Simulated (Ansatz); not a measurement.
SiMo₂C:
```cif
data_C2Mo4Si2
_chemical_formula_sum 'Si2 Mo4 C2'
_space_group_name_H-M_alt 'P63/mmc'
_space_group_IT_number 194
_space_group_name_Hall '-P 6c 2c'
_cell_length_a 3.10633
_cell_length_b 3.10633
_cell_length_c 12.26109
_cell_angle_alpha 90.000
_cell_angle_beta 90.000
_cell_angle_gamma 120.000
loop_
_atom_site_label
_atom_site_type_symbol
_atom_site_symmetry_multiplicity
_atom_site_Wyckoff_symbol
_atom_site_fract_x
_atom_site_fract_y
_atom_site_fract_z
_atom_site_occupancy
Si1 Si 2 d 0.66667 0.33333 0.25000 1
Mo1 Mo 4 f 0.33333 0.66667 0.09347 1
C1 C 2 a 0.00000 0.00000 0.00000 1
```

Relaxed with the program Ansatz at the r²SCAN level (PAW). Indices refer to the conventional cell of P6_3/mmc, a = b = 3.1063 Å, c = 12.2611 Å, α = β = 90.00°, γ = 120.00°.

**Question.** Simulate the powder diffraction pattern (Mo Kα, λ = 0.71073 Å; lines above 1 %) up to 2θ = 45°.

**Answer.** Simulated powder pattern, Mo Kα, λ = 0.71073 Å (kinematic, ideal powder, no thermal factors, no anomalous dispersion; the 30 strongest lines at most, above 1 %, up to 2θ = 45°):

| 2θ (°) | d (Å) | I/Imax (%) | hkl |
|---|---|---|---|
| 6.65 | 6.131 | 18 | (0002) |
| 13.31 | 3.065 | 9.8 | (0004) |
| 15.18 | 2.690 | 23 | (1 0 -1 0) |
| 15.55 | 2.628 | 20 | (1 0 -1 1) |
| 18.20 | 2.247 | 100 | (1 0 -1 3) |
| 20.03 | 2.044 | 14 | (0006) |
| 20.25 | 2.022 | 8.4 | (1 0 -1 4) |
| 25.23 | 1.627 | 14 | (1 0 -1 6) |
| 26.45 | 1.553 | 25 | (1 1 -2 0) |
| 27.30 | 1.506 | 2.6 | (1 1 -2 2) |
| 28.02 | 1.468 | 10 | (1 0 -1 7) |
| 29.72 | 1.385 | 6.6 | (1 1 -2 4) |
| 30.64 | 1.345 | 3.2 | (2 0 -2 0) |
| 30.83 | 1.337 | 2.8 | (2 0 -2 1) |
| 32.30 | 1.278 | 18 | (2 0 -2 3) |
| 33.40 | 1.237 | 18 | (1 1 -2 6) |
| 33.54 | 1.232 | 1.7 | (2 0 -2 4) |
| 33.70 | 1.226 | 1.8 | (0 0 0 10) |
| 34.00 | 1.215 | 12 | (1 0 -1 9) |
| 36.88 | 1.124 | 4.1 | (2 0 -2 6) |
| 37.15 | 1.116 | 1.5 | (1 0 -1 10) |
| 38.92 | 1.067 | 3.6 | (2 0 -2 7) |
| 40.71 | 1.022 | 1.2 | (0 0 0 12) |
| 40.91 | 1.017 | 2.5 | (2 1 -3 0) |
| 41.06 | 1.013 | 2.2 | (2 1 -3 1) |
| 42.22 | 0.987 | 15 | (2 1 -3 3) |
| 43.21 | 0.965 | 1.5 | (2 1 -3 4) |
| 43.34 | 0.962 | 4.8 | (1 1 -2 10) |
| 43.59 | 0.957 | 5.2 | (2 0 -2 9) |
| 43.68 | 0.955 | 1.1 | (1 0 -1 12) |

The start of the workflow was typed in or built on a structure type; neither database checked (COD, Materials Project) lists it. Whether it is the stable phase at ambient conditions was not checked. Symmetry was held in the r²SCAN relaxation; whether a distortion lowers the energy is not shown. No spin polarisation was allowed.

Potentials: the earlier of the program's two PAW sets.
